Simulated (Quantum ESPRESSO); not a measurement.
# Computed records: Al2ZnSiN4 (made-up cell)

Computed with Quantum ESPRESSO 7.5. Calculation on a made-up crystal cell, not a measurement, rerun at a higher cutoff and a denser mesh: periodic Kohn-Sham density functional theory in plane waves with PseudoDojo standard norm-conserving scalar-relativistic pseudopotentials, each functional with its own files (v0.5 for PBE, v0.4.1 for LDA and PBEsol), no spin polarisation, no spin-orbit coupling, atoms not relaxed, stress positive in tension, energies less a fixed whole-eV offset for each atom's element; levels are Kohn-Sham levels at fractions of this cell's reciprocal vectors, counted from the reference band (half the neutral cell's valence electrons, rounded up) at Gamma; error bars give the change to or from the runs named with them, not the error of the files; each bar is the largest change over components, and at least 0.002 eV, 0.002 eV per angstrom or 0.02 GPa; energies are for the whole cell, and the offsets were chosen from early runs and are not element reference energies.

### Al2ZnSiN4 (made-up cell)

```
CELL_PARAMETERS angstrom
3.05870 -0.02280 -0.02350
-0.03950 5.38950 -0.06480
-0.03840 -0.06110 5.10810
ATOMIC_POSITIONS crystal
Al 0.01595 0.99392 0.98498
Al 0.46094 0.49254 0.01395
Zn 0.45364 0.16472 0.49818
Si 0.03331 0.66883 0.52020
N 0.00953 0.98157 0.39536
N 0.47788 0.51966 0.36875
N 0.46516 0.14615 0.89323
N 0.99083 0.65050 0.86839
```

- lattice type: wurtzite
- functional: pbe
- cutoff: 1437 eV
- fermi dirac smearing: 0.025 eV
- scf tolerance: 1e-07 eV
- electrons removed: 0
- k mesh: 8 x 6 x 6, shifted by half a step
- free energy less offsets: -3.043 eV
- scf iterations: 13
- smearing term minus ts: 0 eV
- pressure: 7.177 GPa
- stress xx: -18.58 GPa
- stress yy: -4.119 GPa
- stress zz: 1.169 GPa
- stress yz: -3.598 GPa
- stress xz: -1.538 GPa
- stress xy: -11.01 GPa
- error bar energy: 0.002 eV
- error bar stress: 0.02963 GPa
- error bar force: 0.002 eV/Å
- error bars from: change from the looser run of this cell

Atoms:
```
atoms element  atom site  atom energy offset (eV)
           Al          1                      -64
           Al          2                      -64
           Zn          3                    -5687
           Si          4                     -115
            N          5                     -283
            N          6                     -283
            N          7                     -283
            N          8                     -283
```

Forces:
```
site  x (eV/Å)  y (eV/Å)  z (eV/Å)
   1    -4.359     -1.32     2.692
   2     1.298    -1.631    -1.596
   3     3.465     1.513     1.126
   4     -1.85     1.873    -2.051
   5    -3.309     -4.56    -1.913
   6     1.188    0.8646     2.455
   7     4.247     3.104    0.2259
   8   -0.6786    0.1579   -0.9393
```
